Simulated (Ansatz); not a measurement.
An Ansatz (a program for electronic structure) run. Input:

Ansatz 0.2 input:
```yaml
crystal:
  lattice:
    - [2.4445937618, 0.0, 0.0]
    - [-1.2222968809, 2.1170802997, 0.0]
    - [0.0, 0.0, 3.6141951363]
  atoms:
    - { symbol: C, position: [0.3333333333, 0.6666666667, 0.0] }
    - { symbol: C, position: [0.6666666667, 0.3333333333, 0.0] }
kpoints:
  mp_grid: { grid: [40, 40, 24] }
hamiltonian:
  xc: lda
  pseudopotentials: { kind: paw }
scf:
  occupations: { method: fermi_dirac, width: 0.1 }
elastic: { mode: relaxed_ion, stencil: two_point, amplitude: 0.005, f_tol: 0.0005 }
```

Output (shortened):

```
Pseudopotential: C, paw, valence charge 4
Functional definition: SPW92
Crystal: 2 atoms, lattice volume = 18.705 Å³
Basis set: ecut = 420 eV, 367 PW (Γ)
Bands: 8, of which v1, the nominal top of the filled ones, is band 4 counted from 1 (3 counted from 0)
Symmetry: 24 space group operations
Space group: P6/mmm (ITA 191), of the structure as read, at distance tolerance 2.7e-5 Å
k-points: 2002 of 38400
the search or the solves at the SCF's close seem to have found levels that the self-consistency loop had missed (the run counts 3) …
SCF 1 converged in 8 iterations: F = -485.948590 eV  dr2 = 2.40e-15
Crystal: 2 atoms, lattice volume = 18.611 Å³
Basis set: ecut = 420 eV, 351 PW (Γ)
Symmetry: 8 space group operations
k-points: 5473 of 38400
SCF 2 converged in 7 iterations: F = -485.947022 eV  dr2 = 2.32e-14
relax step   1: F+E_penalty+E_count = -485.94702233 eV  Δ(F+E_penalty+E_count) = +0.000e0 eV  max|allowed force component| = 6.878e-2 eV/Å  Δτ_max = 0.0000 Å  (7 SCF iters, accepted)
Crystal: 2 atoms, lattice volume = 18.611 Å³
SCF 3 converged in 5 iterations: F = -485.947051 eV  dr2 = 2.56e-14
relax step   2: F+E_penalty+E_count = -485.94705105 eV  Δ(F+E_penalty+E_count) = -2.872e-5 eV  max|allowed force component| = 3.796e-2 eV/Å  Δτ_max = 0.0003 Å  (5 SCF iters, accepted)
Crystal: 2 atoms, lattice volume = 18.611 Å³
SCF 4 converged in 5 iterations: F = -485.947064 eV  dr2 = 4.12e-14
relax step   3: F+E_penalty+E_count = -485.94706361 eV  Δ(F+E_penalty+E_count) = -1.257e-5 eV  max|allowed force component| = 5.481e-5 eV/Å  Δτ_max = 0.0003 Å  (5 SCF iters, accepted)
Crystal: 2 atoms, lattice volume = 18.611 Å³
SCF 5 converged in 2 iterations: F = -485.947064 eV  dr2 = 8.60e-15
Crystal: 2 atoms, lattice volume = 18.798 Å³
SCF 6 converged in 7 iterations: F = -485.947124 eV  dr2 = 1.12e-14
relax step   1: F+E_penalty+E_count = -485.94712402 eV  Δ(F+E_penalty+E_count) = +0.000e0 eV  max|allowed force component| = 6.327e-2 eV/Å  Δτ_max = 0.0000 Å  (7 SCF iters, accepted)
Crystal: 2 atoms, lattice volume = 18.798 Å³
SCF 7 converged in 6 iterations: F = -485.947160 eV  dr2 = 9.11e-15
relax step   2: F+E_penalty+E_count = -485.94715983 eV  Δ(F+E_penalty+E_count) = -3.581e-5 eV  max|allowed force component| = 1.677e-3 eV/Å  Δτ_max = 0.0006 Å  (6 SCF iters, accepted)
Crystal: 2 atoms, lattice volume = 18.798 Å³
SCF 8 converged in 4 iterations: F = -485.947160 eV  dr2 = 9.64e-14
relax step   3: F+E_penalty+E_count = -485.94715985 eV  Δ(F+E_penalty+E_count) = -2.521e-8 eV  max|allowed force component| = 2.903e-6 eV/Å  Δτ_max = 0.0000 Å  (4 SCF iters, accepted)
Crystal: 2 atoms, lattice volume = 18.798 Å³
SCF 9 converged in 2 iterations: F = -485.947160 eV  dr2 = 1.55e-14
Crystal: 2 atoms, lattice volume = 18.611 Å³
Basis set: ecut = 420 eV, 343 PW (Γ)
SCF 10 converged in 7 iterations: F = -485.948627 eV  dr2 = 1.39e-14
Crystal: 2 atoms, lattice volume = 18.798 Å³
Basis set: ecut = 420 eV, 379 PW (Γ)
SCF 11 converged in 4 iterations: F = -485.948493 eV  dr2 = 6.62e-14
Crystal: 2 atoms, lattice volume = 18.705 Å³
Basis set: ecut = 420 eV, 359 PW (Γ)
Symmetry: 4 space group operations
k-points: 9862 of 38400
SCF 12 converged in 7 iterations: F = -485.948590 eV  dr2 = 3.98e-16
relax step   1: F+E_penalty+E_count = -485.94859041 eV  Δ(F+E_penalty+E_count) = +0.000e0 eV  max|allowed force component| = 4.685e-5 eV/Å  Δτ_max = 0.0000 Å  (7 SCF iters, accepted)
Crystal: 2 atoms, lattice volume = 18.705 Å³
SCF 13 converged in 2 iterations: F = -485.948590 eV  dr2 = 7.26e-17
Crystal: 2 atoms, lattice volume = 18.705 Å³
SCF 14 converged in 7 iterations: F = -485.948590 eV  dr2 = 4.00e-16
relax step   1: F+E_penalty+E_count = -485.94859041 eV  Δ(F+E_penalty+E_count) = +0.000e0 eV  max|allowed force component| = 4.685e-5 eV/Å  Δτ_max = 0.0000 Å  (7 SCF iters, accepted)
Crystal: 2 atoms, lattice volume = 18.705 Å³
SCF 15 converged in 2 iterations: F = -485.948590 eV  dr2 = 7.30e-17
SCF converged after 8 iterations
Free energy (F): -485.948590 eV
Harris-Foulkes:  -485.948590 eV  (|F-HF|=5.68e-14)
Internal energy: -485.947423 eV  (E = F + TS)
E sigma→0 (E₀):  -485.948006 eV
Entropy (-TS):   -0.001168 eV (-0.584 meV/atom)
Fermi energy:    6.096537 eV
--- Per-component energies (eV) ---
  E_band       = -24.458880
  E_kinetic    = 183.053645
  E_local      = -352.521977  (includes V_loc(G=0)·N_el)
  E_nonlocal   = 57.155043
  E_hartree    = 110.923444
  E_xc         = -95.289620
  E_vxc        = -118.480780  (∫ρ·V_xc dr)
  E_paw        = -183.932324  (= ΣΔE_a)
  E_vpaw       = -15.511718  (= ΣTr[D̂ρ^β])
  E_aug_tail   = 0.000019  (compensation charges beyond the density's cutoff)
  E_ewald      = -205.461317
  E_core_change = 0.125665  (= ΣΔE_core)
  E_smearing   = -0.001168  (= −TS)
  E_closure    =  0.000000  (closes the sum)
  Σ components = -485.948590   (vs F -485.948590, Δ=0.00e0)
--- Forces (eV/Å), atoms counted from 1 ---
  atom   1  C      0.00000000     0.00000000     0.00000000
  atom   2  C      0.00000000     0.00000000     0.00000000
  max |Σ_I F_I| component: 3.70e-17 eV/Å
--- Stress (GPa, compression-positive) ---
        0.058995       0.000000       0.000000
        0.000000       0.058995       0.000000
        0.000000       0.000000      -0.119973
  P = ⅓ Tr σ = -0.0007 GPa (-0.007 kbar)
--- Band table (eV; the first three rows and the last of 2002) ---
  k-point 0: bands = ["-13.4878", "-0.9981", "3.0794", "3.0794", "9.3328", "14.5311", "14.5311", "17.8403"]
  k-point 1: bands = ["-13.4849", "-1.0262", "3.0806", "3.0806", "9.4006", "14.5329", "14.5329", "17.8371"]
  k-point 2: bands = ["-13.4764", "-1.1083", "3.0812", "3.0812", "9.6001", "14.5355", "14.5355", "17.8237"]
  k-point 2001: bands = ["-6.5004", "-6.1380", "-4.6046", "5.4186", "5.9125", "15.0353", "20.8938", "21.1389"]
--- Elastic constants: 3 strain directions × 2 members + reference (group order 24) ---
  dense FFT box of the reference and of every strained cell: 18×18×25
  strains applied: 11, 33, 23; error gains …
  C = ∂σ_k/∂η_j (tension-positive GPa; Voigt order 11 22 33 23 13 12):
      1010.977    194.699     -2.782      0.000      0.000      0.000
       194.699   1010.977     -2.782      0.000      0.000      0.000
        -2.966     -2.966     18.965      0.000      0.000      0.000
         0.000      0.000      0.000     -3.676      0.000      0.000
         0.000      0.000      0.000      0.000     -3.676      0.000
         0.000      0.000      0.000      0.000      0.000    408.139
  reference stress σ⁰ (GPa):     -0.059     -0.059      0.120      0.000      0.000      0.000
  moduli (Voigt/Reuss/Hill, GPa): K = 268.76/18.20/143.48   G = 203.62/-10.67/96.48   E = 236.44   ν = 0.225
  mechanically stable: NO (min eigenvalue of sym C = -3.68 GPa)
  the cell is mechanically unstable, and its weakest contacts join parallel layers …
  the layer in its plane, per area (N/m: the tensor there times 3.6142 Å, the cell's volume per area …
    C11 = 365.39   C22 = 365.39   C12 = 70.37   C66 = 147.51   C16 = 0.00   C26 = 0.00
  moduli of the layer (Voigt/Reuss/Hill, N/m): K = 217.88/217.88/217.88   G = 147.51/147.51/147.51   E = 351.84   ν = 0.193
  mechanically stable in its plane: yes (min eigenvalue of those constants = 147.51 N/m; a buckling out of the plane is not judged)
  strain η (Voigt 11):  stress-route row diagonal C_11 = 1010.98 GPa, energy-path curvature d²(F+E_count+ΔE)/dδ²/Ω₀ = 1010.95 GPa
         δ    σ_11 (GPa)             F (eV)   n_scf  n_hpsi   n_pw
    -5.000e-3      -5.1818        -485.9470636       2  564692    378   relax 3 steps, max|allowed force component| 5.48e-5 eV/Å
     5.000e-3       4.9280        -485.9471599       2  566925    382   relax 3 steps, max|allowed force component| 2.90e-6 eV/Å
  strain η (Voigt 33):  stress-route row diagonal C_33 = 18.96 GPa, energy-path curvature d²(F+E_count+ΔE)/dδ²/Ω₀ = 18.99 GPa
         δ    σ_33 (GPa)             F (eV)   n_scf  n_hpsi   n_pw
    -5.000e-3       0.0214        -485.9486267       7  330110    378   relax 0 steps, max|allowed force component| 5.55e-16 eV/Å
     5.000e-3       0.2110        -485.9484929       4  286650    382   relax 0 steps, max|allowed force component| 1.85e-16 eV/Å
  strain η (Voigt 23):  stress-route row diagonal C_44 = -3.68 GPa, energy-path curvature d²(F+E_count+ΔE)/dδ²/Ω₀ = -3.68 GPa
         δ    σ_23 (GPa)             F (eV)   n_scf  n_hpsi   n_pw
    -5.000e-3       0.0184        -485.9485904       2  1018446    378   relax 1 steps, max|allowed force component| 4.68e-5 eV/Å
     5.000e-3      -0.0184        -485.9485904       2  1018338    378   relax 1 steps, max|allowed force component| 4.68e-5 eV/Å
```

Cost: around 15 core-minutes (rough) on shared cores.

The workflow started from a Materials Project entry (that database holds measured and hypothetical structures alike); the Crystallography Open Database copy checked does not list it. It is not the phase usual at ambient conditions (space group No. 194, 227). The LDA relaxation kept the symmetry of its start. A crystal of weakly bound layers computed without a dispersion correction: the cell and the soft elastic constants depend strongly on that. As this level gives no gap, shear constants depend on the k-mesh and smearing (Fermi–Dirac, 0.1 eV here).

Potentials: the later of the program's two PAW sets.

Ansatz is a plane-wave DFT program.
